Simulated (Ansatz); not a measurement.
GaN:
```yaml
crystal:
  lattice:
    - [3.18328, 0.00000, 0.00000]
    - [-1.59164, 2.75680, 0.00000]
    - [0.00000, 0.00000, 5.18379]
  atoms:
    - { symbol: Ga, position: [0.66667, 0.33333, 0.49910] }
    - { symbol: Ga, position: [0.33333, 0.66667, 0.99910] }
    - { symbol: N, position: [0.66667, 0.33333, 0.87590] }
    - { symbol: N, position: [0.33333, 0.66667, 0.37590] }
```

Relaxed with r²SCAN.

### Question
Give the Bader charges and basin volumes of the independent atoms, DFT-r²SCAN in the program Ansatz with PAW potentials.

### Answer


```csv
atom,Bader charge (e),Bader volume (Å³)
Ga1,+1.66,9.2
N3,-1.66,13.5
```

Space group P6_3mc (wurtzite). Symmetry was held in the r²SCAN relaxation.

Potentials: the earlier of the program's two PAW sets.
